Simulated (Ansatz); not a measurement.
Run on Mo (bcc type): DFT, LDA, PAW with Ansatz's default frozen-core files, scalar-relativistic (Ansatz 0.2.0). This run: holes in Mo by PAW files.

The cell is held at a set volume and isn't relaxed, so it needn't be at zero pressure.

Command: `ansatz run input.yaml --threads 1 --pin off --max-ram 2560MiB --backend cpu --events-out ev --progress --plain --runs-dir out` It took 3.8 s on 1 thread of Intel(R) Xeon(R) Platinum 8375C CPU @ 2.90GHz (Ice Lake), on a shared host, peak memory 0.36 GiB.

```yaml
crystal:
  lattice:
    - [3.1627850254, 0.0, 0.0]
    - [0.0, 3.1627850254, 0.0]
    - [0.0, 0.0, 3.1627850254]
  atoms:
    - { symbol: Mo, position: [0.0, 0.0, 0.0] }
    - { symbol: Mo, position: [0.5, 0.5, 0.5] }
kpoints:
  mp_grid: { grid: [8, 8, 8] }
scf:
  occupations: { method: fermi_dirac, width: 0.0816 }
hamiltonian:
  xc: lda
  pseudopotentials: { kind: paw }
output:
  forces: true
  stress: true
  eigenvalues: true
  core_levels:
    shells: { Mo: ["3d"] }
    counted_from: fermi_level
    add_spin: false
  write_density: true
  write_potential: true
  elf: true
  volumetric_format: npy
```

Output:

```
Engine: ansatz 0.2.0
Pseudopotentials: kind: paw
Pseudopotential: Mo, paw, valence charge 14, recommended cutoff 420 eV (normal), Mo.paw.azcp
Functional definition: SPW92
  exchange = slater_x
  correlation = pw_c
Crystal: 2 atoms, lattice volume = 31.638 Å³
Basis set: ecut = 420 eV, 619 PW (Γ)
Bands: 18, of which v1, the nominal top of the filled ones, is band 14 counted from 1 (13 counted from 0)
Symmetry: 96 space group operations
Space group: Im-3m (ITA 229), of the structure as read, at distance tolerance 3.2e-5 Å
k-points: 35 of 512
Non-local potential: Mo, projectors of the file, l = 0: 3, l = 1: 2, l = 2: 2, l = 3: 1
PAW form: soft (Blöchl's): semilocal exchange-correlation on the pseudo side does not see the compensation charge
PAW frozen core: Mo, regenerated for the run's functional, and the local potential with it (the file was generated under x = pbe(κ = 0.804, μ = 0.2195149727645171), c = pbe(β = 0.06672455060314922))
PAW one-centre angular grid: Mo, 590 points (default); XC on 64 Gauss nodes
Initial density: superposition of atomic densities (neutral atoms: chi_scale 0, normalization atom), corrected by the library's trained network
Initial wavefunctions: pseudopotential atomic-orbital guess
Functional: x = slater, c = lda
SCF iter   1: F=—  HF=-9685.654101 eV  |F-HF|=—  |Δ(HF+E_count)|=         —  Δρ=7.03e-3  dr2=3.81e-3  ethr=1.77e-3  ⟨swp⟩=5.1  Hψ=2812  notcnv=0
preconditioner: auto → none  [metal: Δε(μ)=0.019 eV  Ē_g=4.551 eV  σ=0.082 eV  W_gap=0.06  n_scr=6 (ndim 8)  ℏωp=22.9 eV  f_vac=0.000  D(μ)=1.76/eV (n_scr^D=18)  sad-step TF]
SCF iter   2: F=—  HF=-9685.653441 eV  |F-HF|=—  |Δ(HF+E_count)|=   6.60e-4  Δρ=3.86e-3  dr2=1.13e-3  ethr=1.36e-5  ⟨swp⟩=1.3  Hψ=973  notcnv=0
SCF iter   3: F=—  HF=-9685.653196 eV  |F-HF|=—  |Δ(HF+E_count)|=   2.45e-4  Δρ=3.58e-4  dr2=3.39e-5  ethr=4.05e-6  ⟨swp⟩=1.8  Hψ=1029  notcnv=0
SCF iter   4: F=—  HF=-9685.653181 eV  |F-HF|=—  |Δ(HF+E_count)|=   1.46e-5  Δρ=9.71e-5  dr2=1.39e-6  ethr=1.21e-7  ⟨swp⟩=2.7  Hψ=1119  notcnv=0
SCF iter   5: F=—  HF=-9685.653182 eV  |F-HF|=—  |Δ(HF+E_count)|=   2.47e-7  Δρ=3.11e-5  dr2=1.80e-7  ethr=4.98e-9  ⟨swp⟩=2.0  Hψ=1117  notcnv=0
SCF iter   6: F=-9685.653181 eV  HF=-9685.653181 eV  |F-HF|=5.94e-9  |Δ(HF+E_count)|=   7.44e-8  Δρ=6.45e-6  dr2=6.91e-9  ethr=3.57e-10  ⟨swp⟩=6.9  Hψ=3417  notcnv=0
SCF 1 converged in 6 iterations: F = -9685.653181 eV  dr2 = 6.91e-9
  greatest PAW one-centre occupation: 0.999 electrons in one spin orbital (limit 2), on the Mo atom at site 1 (counted from 0), in its partial waves of l = 0
── core hole 1/1: 3d of Mo 0 ──
── 3d of Mo 0: 227.306 eV over the cell without the hole, in 9 iterations ──
SCF converged after 6 iterations
Free energy (F): -9685.653181 eV
Harris-Foulkes:  -9685.653181 eV  (|F-HF|=5.94e-9)
Internal energy: -9685.615698 eV  (E = F + TS)
E sigma→0 (E₀):  -9685.634440 eV
Entropy (-TS):   -0.037484 eV (-18.742 meV/atom)
Fermi energy:    20.508523 eV
--- Per-component energies (eV) ---
  E_band       = -124.027646
  E_kinetic    = 881.219720
  E_local      = -1595.648391  (includes V_loc(G=0)·N_el)
  E_nonlocal   = 295.011905
  E_hartree    = 523.366260
  E_xc         = -364.488682
  E_vxc        = -456.850702  (∫ρ·V_xc dr)
  E_paw        = -6178.530030  (= ΣΔE_a)
  E_vpaw       = -294.489335  (= ΣTr[D̂ρ^β])
  E_aug_tail   = 0.000060  (compensation charges beyond the density's cutoff)
  E_ewald      = -3247.492172
  E_core_change = 0.945632  (= ΣΔE_core)
  E_smearing   = -0.037484  (= −TS)
  E_closure    = 0.000000  (closes the sum)
  Σ components = -9685.653181   (vs F -9685.653181, Δ=0.00e0)
--- Forces (eV/Å), atoms counted from 1 ---
  atom   1  Mo     0.00000000     0.00000000     0.00000000
  atom   2  Mo     0.00000000    -0.00000000     0.00000000
  max |Σ_I F_I| component: 9.64e-29 eV/Å
--- Stress (GPa, compression-positive) ---
      -12.574406      -0.000000       0.000000
       -0.000000     -12.574406       0.000000
       -0.000000       0.000000     -12.574406
  P = ⅓ Tr σ = -12.5744 GPa (-125.744 kbar)
--- Band table (eV; the first three rows and the last of 35) ---
  k-point 0: bands = ["-40.6160", "-40.1826", "-14.8906", "-14.8906", "-14.8906", "-13.9523", "-13.9523", "-13.9523", "13.3205", "15.1658", "15.1658", "19.1777", "19.1777", "19.1777", "22.1285", "22.1285", "24.4618", "24.4618"]
  k-point 1: bands = ["-40.5971", "-40.1965", "-14.8924", "-14.8539", "-14.8539", "-14.0281", "-13.9867", "-13.9867", "13.6603", "15.3464", "15.4563", "19.1601", "19.1601", "19.3281", "21.6908", "22.2841", "23.5966", "23.5966"]
  k-point 2: bands = ["-40.5443", "-40.2374", "-14.8812", "-14.7496", "-14.7496", "-14.2245", "-14.0853", "-14.0853", "14.5893", "15.8810", "16.1847", "19.1795", "19.1795", "19.7704", "20.5938", "22.1198", "22.1198", "22.7008"]
  k-point 34: bands = ["-40.3418", "-40.3418", "-14.6412", "-14.6412", "-14.6412", "-14.6412", "-14.6412", "-14.6412", "17.9427", "17.9427", "17.9427", "17.9427", "17.9427", "17.9427", "22.8891", "22.8891", "22.8891", "22.8891"]
--- Core levels from the Fermi level (as output.core_levels.counted_from types it; a hole's nearest image at 3.2 Å) ---
  the holes have no spin, as output.core_levels.add_spin types it
  atom         alike  shell      binding/eV   shift/eV difference/eV images/eV   SCF
  Mo 0             2     3d         227.306     +0.000       227.306         –     9
  the dataset of Mo with a 3d hole: scattering error 0.005 eV; free atom: scalar-relativistic, large and small components
  the two lines of Mo's 3d: 3d3/2 +1.908 eV and 3d5/2 -1.272 eV off its levels, 2 : 3 in strength
```

Next run (further holes in Mo by PAW files), as changes to the input before:

```diff
   core_levels:
-    shells: { Mo: ["3d"] }
+    shells: { Mo: ["2p", "3p"] }
     counted_from: fermi_level
     add_spin: false
-  write_density: true
-  write_potential: true
-  elf: true
-  volumetric_format: npy
```

Command: `ansatz run input.yaml --threads 1 --pin off --max-ram 2560MiB --backend cpu --events-out ev --progress --plain --runs-dir out` It took 4.7 s on 1 thread of Intel(R) Xeon(R) Platinum 8375C CPU @ 2.90GHz (Ice Lake), on a shared host, peak memory 0.36 GiB.

Results part of the output:

```
SCF 1 converged in 6 iterations: F = -9685.653181 eV  dr2 = 6.92e-9
  greatest PAW one-centre occupation: 0.999 electrons in one spin orbital (limit 2), on the Mo atom at site 1 (counted from 0), in its partial waves of l = 0
── core hole 1/2: 2p of Mo 0 ──
── 2p of Mo 0: 2544.318 eV over the cell without the hole, in 9 iterations ──
── core hole 2/2: 3p of Mo 0 ──
── 3p of Mo 0: 384.414 eV over the cell without the hole, in 9 iterations ──
SCF converged after 6 iterations
Free energy (F): -9685.653181 eV
Harris-Foulkes:  -9685.653181 eV  (|F-HF|=5.95e-9)
Internal energy: -9685.615698 eV  (E = F + TS)
E sigma→0 (E₀):  -9685.634440 eV
Entropy (-TS):   -0.037484 eV (-18.742 meV/atom)
Fermi energy:    20.508523 eV
--- Per-component energies (eV) ---
  E_band       = -124.027646
  E_kinetic    = 881.219720
  E_local      = -1595.648391  (includes V_loc(G=0)·N_el)
  E_nonlocal   = 295.011906
  E_hartree    = 523.366260
  E_xc         = -364.488682
  E_vxc        = -456.850702  (∫ρ·V_xc dr)
  E_paw        = -6178.530030  (= ΣΔE_a)
  E_vpaw       = -294.489335  (= ΣTr[D̂ρ^β])
  E_aug_tail   = 0.000060  (compensation charges beyond the density's cutoff)
  E_ewald      = -3247.492172
  E_core_change = 0.945632  (= ΣΔE_core)
  E_smearing   = -0.037484  (= −TS)
  E_closure    = 0.000000  (closes the sum)
  Σ components = -9685.653181   (vs F -9685.653181, Δ=0.00e0)
--- Forces (eV/Å), atoms counted from 1 ---
  atom   1  Mo     0.00000000    -0.00000000     0.00000000
  atom   2  Mo     0.00000000     0.00000000    -0.00000000
  max |Σ_I F_I| component: 1.11e-29 eV/Å
--- Stress (GPa, compression-positive) ---
      -12.574405       0.000000       0.000000
       -0.000000     -12.574405       0.000000
        0.000000       0.000000     -12.574405
  P = ⅓ Tr σ = -12.5744 GPa (-125.744 kbar)
--- Band table (eV; the first three rows and the last of 35) ---
  k-point 0: bands = ["-40.6160", "-40.1826", "-14.8906", "-14.8906", "-14.8906", "-13.9523", "-13.9523", "-13.9523", "13.3205", "15.1658", "15.1658", "19.1777", "19.1777", "19.1777", "22.1285", "22.1285", "24.4618", "24.4618"]
  k-point 1: bands = ["-40.5971", "-40.1965", "-14.8924", "-14.8539", "-14.8539", "-14.0281", "-13.9867", "-13.9867", "13.6603", "15.3464", "15.4563", "19.1601", "19.1601", "19.3281", "21.6908", "22.2841", "23.5966", "23.5966"]
  k-point 2: bands = ["-40.5443", "-40.2374", "-14.8812", "-14.7496", "-14.7496", "-14.2245", "-14.0853", "-14.0853", "14.5893", "15.8810", "16.1847", "19.1795", "19.1795", "19.7704", "20.5938", "22.1198", "22.1198", "22.7008"]
  k-point 34: bands = ["-40.3418", "-40.3418", "-14.6412", "-14.6412", "-14.6412", "-14.6412", "-14.6412", "-14.6412", "17.9427", "17.9427", "17.9427", "17.9427", "17.9427", "17.9427", "22.8891", "22.8891", "22.8891", "22.8891"]
--- Core levels from the Fermi level (as output.core_levels.counted_from types it; a hole's nearest image at 3.2 Å) ---
  the holes have no spin, as output.core_levels.add_spin types it
  atom         alike  shell      binding/eV   shift/eV difference/eV images/eV   SCF
  Mo 0             2     2p        2544.318     +0.000      2544.318         –     9
  Mo 0             2     3p         384.414     +0.000       384.414         –     9
  the dataset of Mo with a 2p hole: scattering error 0.007 eV; free atom: scalar-relativistic, large and small components
  the two lines of Mo's 2p: 2p1/2 +69.850 eV and 2p3/2 -34.925 eV off its levels, 1 : 2 in strength
  the dataset of Mo with a 3p hole: scattering error 0.005 eV; free atom: scalar-relativistic, large and small components
  the two lines of Mo's 3p: 3p1/2 +11.827 eV and 3p3/2 -5.913 eV off its levels, 1 : 2 in strength
```

The PAW files were made under PBE.
